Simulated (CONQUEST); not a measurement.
A self-consistent single point of a model cell of SiAu (Cmcm, 8 atoms in the cell; prototype structure) with CONQUEST.

Level of theory: PBE, numerical atomic orbitals double-zeta with polarisation (the shipped basis), PseudoDojo norm-conserving potentials made for PBE in CONQUEST 1.3.

```
SiAu
1.0
    4.09703     0.00000     0.00000
    0.00000    10.82654     0.00000
    0.00000     0.00000     4.03705
Si Au
4 4
Direct
  0.00000   0.43600   0.75000
  0.50000   0.06400   0.25000
  0.50000   0.93600   0.75000
  0.00000   0.56400   0.25000
  0.00000   0.14525   0.75000
  0.50000   0.35475   0.25000
  0.50000   0.64525   0.75000
  0.00000   0.85475   0.25000
```

Reference input (self-consistent single point, DFT, PBE, numerical atomic orbitals double-zeta with polarisation (the shipped basis), PseudoDojo norm-conserving potentials made for PBE): basis = DZP; Diag.MPMeshX, Y, Z = 6 2 6; potentials = PseudoDojo norm-conserving PBE; Grid.GridCutoff = 140 Ha; DM.SolutionMethod = diagon; Diag.kT = 0.003675 Ha; Diag.GammaCentred = true; minE.SCTolerance = 1.0e-06; SC.MaxIters = 100; SC.LinearMixingFactor = 0.5; SC.KerkerPreCondition = true; SC.KerkerFactor = 0.3 1/bohr. This run's input differs from it in these lines:

```diff
@@ -20,7 +20,7 @@
 Diag.MPMesh                    T
-Diag.MPMeshX                   6
-Diag.MPMeshY                   2
-Diag.MPMeshZ                   6
+Diag.MPMeshX                   7
+Diag.MPMeshY                   3
+Diag.MPMeshZ                   7
 Diag.GammaCentred              T
-Diag.kT                        0.003675
+Diag.kT                        0.011025
```

Output (repeated stretches shortened):

```
    new_SC_potl: Starting.  Tolerance:  0.10000E-05

    PulayMixSC: Starting Pulay mixing, A_up =  0.500 A_dn =  0.500
    PulayMixSC: Spin non-polarised calculation.
    PulayMixSC: with Kerker preconditioning, q0 =  0.300
          Harris-Foulkes Energy            :    -16586.636054589394917 eV
          GroundState Energy (E-(1/2)TS)   :    -16587.242213634963264 eV
          Free Energy (E-TS)               :    -16587.848372680531611 eV
          DFT Total Energy                 :    -16580.239329339401593 eV
          Total number of electrons        :        92.000000000000441
   [... lines left out ...]
          Total number of electrons        :        92.000120696687318
    PulayMixSC: Pulay iteration    10 residual:              0.25629E-05
          Harris-Foulkes Energy            :    -16584.954850869315123 eV
          GroundState Energy (E-(1/2)TS)   :    -16585.465196910117811 eV
          Free Energy (E-TS)               :    -16585.975542950924137 eV
          DFT Total Energy                 :    -16584.954850070163957 eV
          Total number of electrons        :        92.000118938786599
    PulayMixSC: Pulay iteration    11 residual:              0.65190E-06
    PulayMixSC: Reached SCF tolerance of  0.65190E-06 after     11 iterations
      | Number of electrons      =        92.000119
      |* band energy as 2Tr[K.H] =     -2859.520448984739687 eV
      |  screened ion-ion energy =    -13039.333874240501245 eV
      |  Ha correction           =       111.437638770137198 eV
      |  XC correction           =      -797.537963707373592 eV
      | GS Energy as E-(1/2)TS   =    -16585.465196910117811 eV
      | Free Energy as E-TS      =    -16585.975542950924137 eV
      |* Harris-Foulkes energy   =    -16584.954850869315123 eV
      |* DFT total energy        =    -16584.954850070163957 eV
      |  estimated accuracy      =        -0.000000799151224 eV

    force: Forces on atoms (eV/A )
    force:  Atom   X              Y              Z
   [... lines left out ...]
    force:     8  -0.0000000000  -0.1624673251  -0.0000000000

    force: Maximum force :        0.74331716(eV/A ) on atom         1 in y direction
    force: Force Residual:        0.53801303 eV/A
    force: Total stress:          9.04364689    10.48961178    10.00352460 GPa
    force: Average pressure:     -9.84559442 GPa

    force: Finished force
    get_E_and_F: Change in energy during last step of electronic optimisation: -0.29662E-06
```

The run converged in 11 iterations. CONQUEST prints the stress tensor with tension positive. Against the reference run the free energy drops by 53.1 meV/atom, the pressure goes from -9.97 to -9.85 GPa and the largest force goes from 0.706 to 0.743 eV/Å.

Lattice and positions were typed or generated, without prior relaxation. The program uses no crystal symmetry, so grid and mesh can part values that symmetry would make equal. The atom-centred basis is finite, which shifts total energies, pressures and forces against plane waves. This run is one point of a test of settings, so its values need not be converged; read them against the reference run alone.

Cost on one core: around 3 core-minutes (rough).
